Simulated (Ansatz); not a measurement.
TaCuN₂:
```yaml
crystal:
  lattice:
    - [1.56085, 0.90116, 5.78056]
    - [-1.56085, 0.90116, 5.78056]
    - [0.00000, -1.80232, 5.78056]
  atoms:
    - { symbol: Ta, position: [0.50000, 0.50000, 0.50000] }
    - { symbol: Cu, position: [0.00000, 0.00000, 0.00000] }
    - { symbol: N, position: [0.10557, 0.10557, 0.10557] }
    - { symbol: N, position: [0.89443, 0.89443, 0.89443] }
```

x, y and z are the axes in which the lattice vectors are written.

Give the high-frequency dielectric tensor and the Born effective charge tensors of the independent atoms from DFPT, the program Ansatz at the PBEsol level (PAW).


ε∞:
```
17.5  0.00  0.00
0.00  17.5  0.00
0.00  0.00  14.3
```
Z* of atom 1 (Ta), rows: field, columns: displacement, in e:
```
9.20  0.00  0.00
0.00  9.20  0.00
0.00  0.00  4.99
```
Z* of atom 2 (Cu), rows: field, columns: displacement, in e:
```
 0.57   0.00   0.00
 0.00   0.57   0.00
 0.00   0.00  -0.03
```
Z* of atom 3 (N), rows: field, columns: displacement, in e:
```
-4.88   0.00   0.00
 0.00  -4.88   0.00
 0.00   0.00  -2.48
```

Space group R-3m. The first step of the workflow began from a Materials Project structure, measured or hypothetical; the Crystallography Open Database files this formula in space group No. 166, but the cells were not matched. Its standing as an ambient phase is unchecked. The PBEsol relaxation kept the symmetry of its start; its stability against distortions is not shown here. No spin polarisation was allowed. Spin–orbit coupling is left out wherever it is not named.

Potentials: the later of the program's two PAW sets.
